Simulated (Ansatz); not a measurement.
HfB2:
```xyz
3
Lattice="3.1451 0.0000 0.0000 -1.5725 2.7237 0.0000 0.0000 0.0000 3.4874" Properties=species:S:1:pos:R:3 pbc="T T T"
Hf     0.0000     0.0000     0.0000
B      0.0000     1.8158     1.7437
B      1.5725     0.9079     1.7437
```

Relaxed with PBE. Special points in fractions of this cell's reciprocal vectors: Γ (0.000, 0.000, 0.000); M (0.500, 0.000, 0.000); K (0.333, 0.333, 0.000); A (0.000, 0.000, 0.500); L (0.500, 0.000, 0.500); H (0.333, 0.333, 0.500).

Q: List the band energies nearest the Fermi level at these points for PBE with spin–orbit coupling in the plane-wave PAW code Ansatz.

A: In eV from the Fermi level; about four levels below and three above (degenerate sets whole), none deeper than 8.9 eV; points with the same levels are listed once.

```
k                    below                above
-  -----------------------  -------------------
Γ  -2.85 -2.85 -2.77 -2.77  3.86 3.86 4.02 4.02
M  -3.40 -3.40 -2.86 -2.86  2.13 2.13 2.70 2.70
K  -2.61 -2.61 -2.54 -2.54  1.63 1.63 1.81 1.81
A  -1.16 -1.16 -1.15 -1.15  0.23 0.23 0.33 0.33
L  -4.69 -4.69 -2.71 -2.71  3.99 3.99 4.09 4.09
H  -3.34 -3.34 -2.97 -2.97  4.40 4.40 5.36 5.36
```

Space group P6/mmm. The PBE relaxation kept the symmetry of its start; of distortions, only those at the zone centre were tested. No spin polarisation was allowed.

Potentials: the later of the program's two PAW sets.
